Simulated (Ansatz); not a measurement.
Hf₂InCu₂:
```xyz
20
Lattice="7.1692 0.0000 0.0000 0.0000 7.1692 0.0000 0.0000 0.0000 6.7267" Properties=species:S:1:pos:R:3 pbc="T T T"
Hf     1.0887     1.0887     0.0000
Hf     6.0805     6.0805     0.0000
Hf     2.4959     4.6733     3.3634
Hf     4.6733     2.4959     3.3634
Hf     4.9696     2.1996     0.0000
Hf     2.1996     4.9696     0.0000
Hf     1.3850     1.3850     3.3634
Hf     5.7842     5.7842     3.3634
In     3.5846     0.0000     1.6817
In     3.5846     0.0000     5.0450
In     0.0000     3.5846     1.6817
In     0.0000     3.5846     5.0450
Cu     2.7061     2.7061     1.3716
Cu     4.4631     4.4631     5.3552
Cu     0.8785     6.2907     4.7349
Cu     6.2907     0.8785     1.9918
Cu     4.4631     4.4631     1.3716
Cu     2.7061     2.7061     5.3552
Cu     6.2907     0.8785     4.7349
Cu     0.8785     6.2907     1.9918
```

Relaxed with r²SCAN. Special points in fractions of this cell's reciprocal vectors: Γ (0.000, 0.000, 0.000); X (0.000, 0.500, 0.000); M (0.500, 0.500, 0.000); Z (0.000, 0.000, 0.500); R (0.000, 0.500, 0.500); A (0.500, 0.500, 0.500).

Q: List the band energies nearest the Fermi level at these points for r²SCAN (plane waves, PAW; program Ansatz).

A: In eV from the Fermi level; about four levels below and three above (degenerate sets whole), none deeper than 8.9 eV; points with the same levels are listed once.

```tsv
k	below	above
Γ	-1.19 -1.19 -1.07 -0.16 -0.15	0.08 0.08 0.75
X	-0.93 -0.93 -0.28 -0.28	0.04 0.04 0.84 0.84
M	-0.39 -0.39 -0.01 -0.01	1.68 1.68 1.69 1.69
Z	-0.28 -0.28 -0.17 -0.17	0.00 0.00 0.07 0.07
R	-0.61 -0.61 -0.33 -0.33	0.15 0.15 0.48 0.48
A	-0.62 -0.62 -0.30 -0.30	0.16 0.16 0.29 0.29
```

Space group P4_2/mnm. The first step of the workflow began from a Materials Project structure, measured or hypothetical; the Crystallography Open Database copy checked does not list it. Whether it is the stable phase at ambient conditions was not checked. The cell was relaxed with r²SCAN under the symmetry of its start; its stability against distortions is not shown here. The run is not spin-polarised. Scalar-relativistic: spin–orbit coupling is off unless named, which matters more the heavier the elements.

Potentials: the later of the program's two PAW sets.
